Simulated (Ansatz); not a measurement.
## Field gradients of TiO₂ from run to run

Cell of run 1: an entry of the Crystallography Open Database (COD), taken as it stands.

Space group Pbca (No. 61); a = 5.1570, b = 9.1910, c = 5.4630 Å.

| site | Wyckoff | site symmetry | x | y | z |
| --- | --- | --- | --- | --- | --- |
| Ti | 8c | 1 | 0.1372 | 0.1289 | 0.9008 |
| O9 | 8c | 1 | 0.8162 | 0.0098 | 0.8510 |
| O17 | 8c | 1 | 0.4638 | 0.2312 | 0.8884 |

One atom of each set is listed.

Relaxed positions (PBE, cell held):

Ti (0.1389, 0.1290, 0.9054)
O9 (0.8161, 0.0097, 0.8510)
O17 (0.4643, 0.2299, 0.8915)

All runs are DFT with Ansatz 0.2.0 (plane waves and PAW, scalar-relativistic unless spin–orbit coupling is named, Γ-centred meshes, Fermi–Dirac smearing where given) in this cell.

Run 1: PBE, gradients read without the response of the cores, atoms as given; 420 eV, 4×3×4 k-points, smearing 0.02 eV.
Run 2: PBE, gradients read without the response of the cores, atoms relaxed; 420 eV, 4×3×4 k-points, smearing 0.02 eV.
Run 3: r2SCAN, gradients read without the response of the cores, at the relaxed atoms; 500 eV, 4×3×4 k-points, smearing 0.02 eV.
Run 4: LDA, gradients read without the response of the cores, at the relaxed atoms; 420 eV, 4×3×4 k-points, smearing 0.02 eV; the PAW files are those made for PBE.

```csv
run,Ti V_zz (η),O9 V_zz (η),O17 V_zz (η)
1,-1.72 (0.88),2.11 (0.83),-2.46 (0.92)
2,1.98 (0.92),2.10 (0.86),-2.50 (0.84)
3,1.95 (0.92),2.25 (0.95),-2.68 (0.76)
4,?,?,?
```

V_zz in 10²¹ V/m².

(1) Estimate the row of run 4.

Answers

(1) Ti: 1.99 (0.90); O9: 1.81 (0.76); O17: -2.21 (0.87). It lies nearest to run 2, from whose tensors on these sites it differs by 0.37 at most (largest principal value of the difference, on O9). Taken one at a time, the functional (between the two that differ most) moves the tensors on these sites by up to 0.64 (largest principal value of the change, on O9), the positions of the atoms (as given or relaxed) by 0.39 (Ti). On some sites the largest principal value moves to another axis from run to run, and the sign of V_zz can flip with it. On Ti η is near 1, so the change of sign is little more than a relabelling of axes.

The cell isn't the equilibrium one in run 4 (calculated pressure -9 GPa), and the entry's cell may itself be off.
